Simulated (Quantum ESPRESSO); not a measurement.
pw.x input (Quantum ESPRESSO 7.5; PBEsol, PseudoDojo standard norm-conserving files, scalar-relativistic):

```
&CONTROL
  calculation = 'scf'
  pseudo_dir = './pseudo'
  outdir = './out'
  tprnfor = .true.
  tstress = .true.
/
&SYSTEM
  ibrav = 0
  nat = 5
  ntyp = 3
  ecutwfc = 86.0
  ecutrho = 344.0
  occupations = 'smearing'
  smearing = 'fd'
  degauss = 0.002
  nbnd = 46
  assume_isolated = '2D'
/
&ELECTRONS
  conv_thr = 5e-10
/
ATOMIC_SPECIES
Se 78.9710 Se.upf
Te 127.6000 Te.upf
Bi 208.9804 Bi.upf
CELL_PARAMETERS angstrom
  4.196831081075   0.000000000000   0.000000000000
 -2.098415540538   3.634562331603   0.000000000000
  0.000000000000   0.000000000000  23.600000000000
ATOMIC_POSITIONS crystal
Se   0.666666667000   0.333333333000   0.153062018700
Se   0.333333333667   0.666666666333  -0.153062018700
Te   0.000000000333   0.000000000000   0.000000000000
Bi   0.666666667000   0.333333333000  -0.088997636300
Bi   0.333333333667   0.666666666333   0.088997636300
K_POINTS automatic
12 12 1 0 0 0
```

End of the output:

```
     total energy              =   -1020.47591183 Ry
     estimated scf accuracy    <       0.00000024 Ry
     total energy              =   -1020.47591189 Ry
     estimated scf accuracy    <          5.1E-09 Ry
     total energy              =   -1020.47591189 Ry
     estimated scf accuracy    <          1.4E-09 Ry
[...]
     the Fermi energy is    -5.3604 ev
!    total energy              =   -1020.47591189 Ry
     estimated scf accuracy    <          3.2E-11 Ry
     smearing contrib. (-TS)   =      -0.00000000 Ry
     internal energy E=F+TS    =   -1020.47591189 Ry
     The total energy is F=E-TS. E is the sum of the following terms:
     one-electron contribution =   -7893.72090719 Ry
     hartree contribution      =    3934.25714243 Ry
     xc contribution           =    -229.36419782 Ry
     ewald contribution        =    3168.35205068 Ry
     convergence has been achieved in  11 iterations
     Forces acting on atoms (cartesian axes, Ry/au):
     atom    1 type  1   force =     0.00000000    0.00000000   -0.00135919
     atom    2 type  1   force =     0.00000000    0.00000000    0.00135919
     atom    3 type  2   force =     0.00000000    0.00000000    0.00000000
     atom    4 type  3   force =     0.00000000    0.00000000   -0.00279472
     atom    5 type  3   force =     0.00000000    0.00000000    0.00279472
     Total force =     0.004395     Total SCF correction =     0.000032
```
In a gapped system the printed Fermi energy is only some level inside the gap.

Spin-orbit coupling is not included.

Geometry relaxed with PBEsol.
